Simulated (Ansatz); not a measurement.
An Ansatz (a first-principles code) input:

Ansatz 0.2 input:
```yaml
crystal:
  lattice:
    - [2.1689544094, 1.2522464121, 8.0796300886]
    - [-2.1689544094, 1.2522464121, 8.0796300886]
    - [0.0, -2.5044928243, 8.0796300886]
  atoms:
    - { symbol: Cs, position: [0.0, 0.0, 0.0] }
    - { symbol: La, position: [0.5, 0.5, 0.5] }
    - { symbol: S, position: [0.2291831163, 0.2291831163, 0.2291831163] }
    - { symbol: S, position: [0.7708168837, 0.7708168837, 0.7708168837] }
kpoints:
  mp_grid: { grid: [7, 7, 7] }
hamiltonian:
  xc: r2scan
  pseudopotentials: { kind: paw }
scf:
  occupations: { method: fixed }
output:
  optics: { e_range: [0.0, 15.0], de: 0.05, sigma: 0.1, bands: { spectra_wanted_up_to: 12 eV } }
```

Question: How many symmetry operations and irreducible k-points will the run report?

Answer: 12 operations, 44 of 343 k-points.

Question: With a cutoff of 500 eV, how many plane waves at Γ?

Answer: 3329.

It took about 5 core-minutes (a rough figure) on shared server cores.

Space group R-3m. The first step of the workflow began from a Materials Project structure, measured or hypothetical; the Crystallography Open Database copy checked does not list it. Whether it is the stable phase at ambient conditions was not checked. The r²SCAN relaxation kept the symmetry of its start; whether a distortion lowers the energy is not shown. Spin–orbit coupling is left out wherever it is not named.

Potentials: the later of the program's two PAW sets.

Ansatz is a plane-wave DFT program.
